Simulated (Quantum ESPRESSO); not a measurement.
Simulation results for CaMgZn2O4 (made-up cell)

Computed with Quantum ESPRESSO 7.5. Calculation on a made-up crystal cell, not a measurement: periodic Kohn-Sham density functional theory in plane waves with PseudoDojo standard norm-conserving scalar-relativistic pseudopotentials, each functional with its own files (v0.5 for PBE, v0.4.1 for LDA and PBEsol), no spin polarisation, no spin-orbit coupling, atoms not relaxed, stress positive in tension, energies less a fixed whole-eV offset for each atom's element; levels are Kohn-Sham levels at fractions of this cell's reciprocal vectors, counted from the reference band (half the neutral cell's valence electrons, rounded up) at Gamma; error bars cover cutoff and k-mesh only, not smearing or the files; added strain carries the atoms with the cell, and shear is the tensor component; each bar is the largest change over components, and at least 0.002 eV, 0.002 eV per angstrom or 0.02 GPa; energies are for the whole cell, and the offsets were chosen from early runs and are not element reference energies.

Settings shared by all entries: lattice type rocksalt; functional pbe; cutoff 1143 eV; fermi dirac smearing 0.025 eV; scf tolerance 1e-07 eV; electrons removed 0; added strain kind biaxial xx and yy; k mesh 4 x 4 x 4, shifted by half a step.

(1) CaMgZn2O4 (made-up cell)

Unstrained structure:
```xyz
8
Lattice="4.4868 -0.0541 0.0063 -0.0541 4.5171 -0.0173 0.0063 -0.0173 4.4588" Properties=species:S:1:pos:R:3 CaMgZn2O4
Zn    -0.0104     0.0434     0.0561
Ca    -0.0052     2.2899     2.2871
Zn     2.2499    -0.0460     2.2661
Mg     2.2612     2.2416     0.0027
O      2.2393     0.0272     0.0065
O      2.1903     2.1650     2.1703
O      4.4615    -0.0762     2.2912
O      4.5047     2.1668    -0.0031
```

```
added strain             : 0.0117
structure shown          : before the added strain of 0.0117
free energy less offsets : 0.8475 eV
smearing term minus ts   : 0 eV
scf iterations           : 12
pressure                 : -4.617 GPa
stress xx                : 5.162 GPa
stress yy                : 5.793 GPa
stress zz                : 2.897 GPa
stress yz                : -0.6537 GPa
stress xz                : 0.3147 GPa
stress xy                : -1.842 GPa
error bar energy         : 0.002 eV
error bar stress         : 0.03662 GPa
error bar force          : 0.002 eV/Å
error bars from          : tighter rerun of a related cell
```

Atoms:
| atoms element | atom site | atom energy offset (eV) |
| --- | --- | --- |
| Zn | 1 | -5687 |
| Ca | 2 | -1055 |
| Zn | 3 | -5687 |
| Mg | 4 | -1617 |
| O | 5 | -452 |
| O | 6 | -452 |
| O | 7 | -452 |
| O | 8 | -452 |

Forces:
| site | x (eV/Å) | y (eV/Å) | z (eV/Å) |
| --- | --- | --- | --- |
| 1 | 0.1028 | 0.1433 | -0.03515 |
| 2 | -0.2632 | -0.4707 | -0.8179 |
| 3 | 0.02698 | 0.2565 | -0.05244 |
| 4 | -0.2635 | -0.1976 | 0.1769 |
| 5 | 0.09202 | -0.3996 | -0.02616 |
| 6 | 0.5743 | 0.2913 | 0.2825 |
| 7 | -0.02975 | 0.2729 | -0.1688 |
| 8 | -0.2397 | 0.1039 | 0.6411 |

(2) CaMgZn2O4 (made-up cell)

Structure as in entry 1.

```
added strain             : 0.0144
structure shown          : before the added strain of 0.0144
free energy less offsets : 0.8653 eV
smearing term minus ts   : 0 eV
scf iterations           : 12
pressure                 : -5.203 GPa
stress xx                : 5.814 GPa
stress yy                : 6.434 GPa
stress zz                : 3.36 GPa
stress yz                : -0.6532 GPa
stress xz                : 0.3118 GPa
stress xy                : -1.832 GPa
error bar energy         : 0.002 eV
error bar stress         : 0.03662 GPa
error bar force          : 0.002 eV/Å
error bars from          : tighter rerun of this cell
```

Atoms:
| atoms element | atom site | atom energy offset (eV) |
| --- | --- | --- |
| Zn | 1 | -5687 |
| Ca | 2 | -1055 |
| Zn | 3 | -5687 |
| Mg | 4 | -1617 |
| O | 5 | -452 |
| O | 6 | -452 |
| O | 7 | -452 |
| O | 8 | -452 |

Forces:
| site | x (eV/Å) | y (eV/Å) | z (eV/Å) |
| --- | --- | --- | --- |
| 1 | 0.1012 | 0.1519 | -0.03639 |
| 2 | -0.2528 | -0.4606 | -0.8192 |
| 3 | 0.02995 | 0.2611 | -0.05142 |
| 4 | -0.2633 | -0.204 | 0.175 |
| 5 | 0.09229 | -0.3937 | -0.02623 |
| 6 | 0.5642 | 0.2897 | 0.2857 |
| 7 | -0.03164 | 0.2617 | -0.1678 |
| 8 | -0.24 | 0.09383 | 0.6403 |

(3) CaMgZn2O4 (made-up cell)

Structure as in entry 1.

```
added strain             : 0.0171
structure shown          : before the added strain of 0.0171
free energy less offsets : 0.885 eV
smearing term minus ts   : 0 eV
scf iterations           : 12
pressure                 : -5.771 GPa
stress xx                : 6.444 GPa
stress yy                : 7.053 GPa
stress zz                : 3.816 GPa
stress yz                : -0.6545 GPa
stress xz                : 0.3088 GPa
stress xy                : -1.818 GPa
error bar energy         : 0.002 eV
error bar stress         : 0.03662 GPa
error bar force          : 0.002 eV/Å
error bars from          : tighter rerun of a related cell
```

Atoms:
| atoms element | atom site | atom energy offset (eV) |
| --- | --- | --- |
| Zn | 1 | -5687 |
| Ca | 2 | -1055 |
| Zn | 3 | -5687 |
| Mg | 4 | -1617 |
| O | 5 | -452 |
| O | 6 | -452 |
| O | 7 | -452 |
| O | 8 | -452 |

Forces:
| site | x (eV/Å) | y (eV/Å) | z (eV/Å) |
| --- | --- | --- | --- |
| 1 | 0.09954 | 0.16 | -0.03758 |
| 2 | -0.2418 | -0.4504 | -0.8204 |
| 3 | 0.03254 | 0.2653 | -0.05038 |
| 4 | -0.2627 | -0.2096 | 0.1732 |
| 5 | 0.09225 | -0.3879 | -0.02634 |
| 6 | 0.5533 | 0.2879 | 0.2888 |
| 7 | -0.03343 | 0.2509 | -0.1667 |
| 8 | -0.2396 | 0.08378 | 0.6395 |

(4) CaMgZn2O4 (made-up cell)

Structure as in entry 1.

```
added strain             : 0.0245
structure shown          : before the added strain of 0.0245
free energy less offsets : 0.9492 eV
smearing term minus ts   : 0 eV
scf iterations           : 12
pressure                 : -7.244 GPa
stress xx                : 8.055 GPa
stress yy                : 8.64 GPa
stress zz                : 5.039 GPa
stress yz                : -0.6542 GPa
stress xz                : 0.3026 GPa
stress xy                : -1.782 GPa
error bar energy         : 0.002 eV
error bar stress         : 0.03662 GPa
error bar force          : 0.002 eV/Å
error bars from          : tighter rerun of a related cell
```

Atoms:
| atoms element | atom site | atom energy offset (eV) |
| --- | --- | --- |
| Zn | 1 | -5687 |
| Ca | 2 | -1055 |
| Zn | 3 | -5687 |
| Mg | 4 | -1617 |
| O | 5 | -452 |
| O | 6 | -452 |
| O | 7 | -452 |
| O | 8 | -452 |

Forces:
| site | x (eV/Å) | y (eV/Å) | z (eV/Å) |
| --- | --- | --- | --- |
| 1 | 0.09469 | 0.1812 | -0.04055 |
| 2 | -0.2149 | -0.4217 | -0.823 |
| 3 | 0.0399 | 0.2757 | -0.04754 |
| 4 | -0.2619 | -0.2247 | 0.1683 |
| 5 | 0.09224 | -0.3725 | -0.02668 |
| 6 | 0.5272 | 0.2832 | 0.2962 |
| 7 | -0.03777 | 0.2214 | -0.1639 |
| 8 | -0.2396 | 0.0575 | 0.6371 |
